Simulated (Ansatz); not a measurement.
**Mg5ZnO6: relaxed-ion elastic tensor**

All numbers below come from DFT PBE, scalar-relativistic, plane waves, PAW (Ansatz). Settings: 420 eV plane-wave cutoff, Γ-centred 12×12×2 mesh, fixed occupations. No spin polarisation.

Relaxed structure:
```
Mg Zn O
1.0
     3.01865    0.00000    0.00000
    -1.50932    2.61422    0.00000
     0.00000    0.00000   14.76879
Mg Zn O
5 1 6
Direct
  0.33333 0.66667 0.83230
  0.66667 0.33333 0.16770
  0.33333 0.66667 0.33390
  0.00000 0.00000 0.50000
  0.66667 0.33333 0.66610
  0.00000 0.00000 0.00000
  0.66667 0.33333 0.91340
  0.33333 0.66667 0.08660
  0.00000 0.00000 0.25086
  0.66667 0.33333 0.41695
  0.33333 0.66667 0.58305
  0.00000 0.00000 0.74914
```

The structure comes from a generated guess, relaxed at this level; another structure or a mixture of phases may lie lower.

Task: Give the relaxed-ion elastic constants (GPa, Voigt order xx yy zz yz xz xy, on the Cartesian axes of the cell above).

Result:
```
307.1  81.1  65.7  26.4   0.0   0.0
 81.1 307.1  65.7 -26.4   0.0   0.0
 65.8  65.8 324.0   0.0   0.0   0.0
 26.4 -26.4   0.0  84.3   0.0   0.0
  0.0   0.0   0.0   0.0  84.3  26.4
  0.0   0.0   0.0   0.0  26.4 113.0
```

Task: Is the crystal stable against homogeneous strain?

Result: Yes: the least eigenvalue of the tensor is 68.6 GPa.

Task: And the moduli of a polycrystal (Hill averages)?

Result: B = 151 GPa, G = 100 GPa, E = 246 GPa, ν = 0.23.
